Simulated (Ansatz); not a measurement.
Si:
```xyz
3
Lattice="3.9052 0.0000 0.0000 -1.9526 3.3820 0.0000 0.0000 0.0000 4.1174" Properties=species:S:1:pos:R:3 pbc="T T T"
Si     1.9526     0.0000     0.0000
Si    -0.9763     1.6910     1.3725
Si     0.9763     1.6910     2.7450
```

Relaxed with PBE. Special points in fractions of this cell's reciprocal vectors: Γ (0.000, 0.000, 0.000); M (0.500, 0.000, 0.000); K (0.333, 0.333, 0.000); A (0.000, 0.000, 0.500); L (0.500, 0.000, 0.500); H (0.333, 0.333, 0.500).

Q: List the band energies nearest the Fermi level at these points for PBE in the plane-wave PAW code Ansatz.

A: In eV from the Fermi level; about four levels below and three above (degenerate sets whole), none deeper than 8.9 eV; points with the same levels are listed once.

| k | below | above |
|---|---|---|
| Γ | -5.09 -5.09 -3.28 -0.69 -0.69 | 0.92 0.92 3.62 |
| M | -4.38 -3.15 -2.78 -1.87 | 0.02 0.55 4.31 |
| K | -6.67 -2.29 -1.74 -1.74 | 0.17 1.97 1.97 |
| A | -1.64 -1.64 -0.41 | 0.20 1.60 2.35 2.35 |
| L | -7.82 -5.83 -2.16 -1.72 | 0.01 0.55 6.49 |
| H | -7.63 -7.63 -5.98 -4.18 -4.18 | 4.77 4.77 4.90 |

Space group P6_422. The start of the workflow was typed in or built on a structure type; neither database checked (COD, Materials Project) lists it. It is not the phase usual at ambient conditions (space group No. 227). Symmetry was held in the PBE relaxation; its stability against distortions is not shown here. The Fermi level of a semimetal is unsure by some 0.05 eV on such meshes.

Potentials: the later of the program's two PAW sets.
